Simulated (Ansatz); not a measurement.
# C: do energies and stresses tell the same story?

These are results of DFT r2SCAN, scalar-relativistic, plane waves, PAW (Ansatz), not measurements.

Cutoff 500 eV; k points 12×12×12 on the computed 14-atom cell (Γ-centred); Gaussian smearing, width 0.02 eV; no spin polarisation.

Relaxed cell: R-3m, a = 2.513 Å, b = 2.513 Å, c = 43.343 Å, α = 90.00°, β = 90.00°, γ = 120.00°, 14 atoms in the primitive cell.

Energies at zero smearing and pressures from the stress tensor, at volumes with shape and atoms relaxed:
```tsv
V (Å³/atom)	E − E(first) (meV/atom)	P (GPa)
4.967	0.00	72.61
5.137	-64.74	50.43
5.306	-107.64	31.20
5.475	-131.58	14.49
5.645	-139.04	-0.03
5.814	-132.18	-12.65
5.983	-112.88	-23.62
6.209	-70.56	-36.04
```

Task: Check P = −dE/dV between neighbouring volumes, and get the bulk modulus from the pressures alone.

Result: With 1 eV/Å³ = 160.2 GPa:
```
middle V (Å³/atom)  −ΔE/ΔV (GPa) mean P (GPa)
             5.052        61.256        61.521
             5.221        40.588        40.815
             5.391        22.647        22.843
             5.560         7.060         7.231
             5.729        -6.487        -6.339
             5.899       -18.266       -18.137
             6.096       -30.029       -29.833
```

The two differ by 0.27 GPa at most. The mean of two end pressures misses the average over a step by about ΔV² P″/12, up to 0.26 GPa here; with that taken off 0.00 GPa remains. Around V = 5.645 Å³/atom, the two neighbours give B = −V ΔP/ΔV = 5.645 × 27.14 / 0.339 = 452.4 GPa, against B0 = 450.6 GPa from the Birch–Murnaghan fit of the energies.

Cost: 9 runs of about 40 core-minutes in all, on AMD EPYC 7R43 (Zen 3) (shared hosts).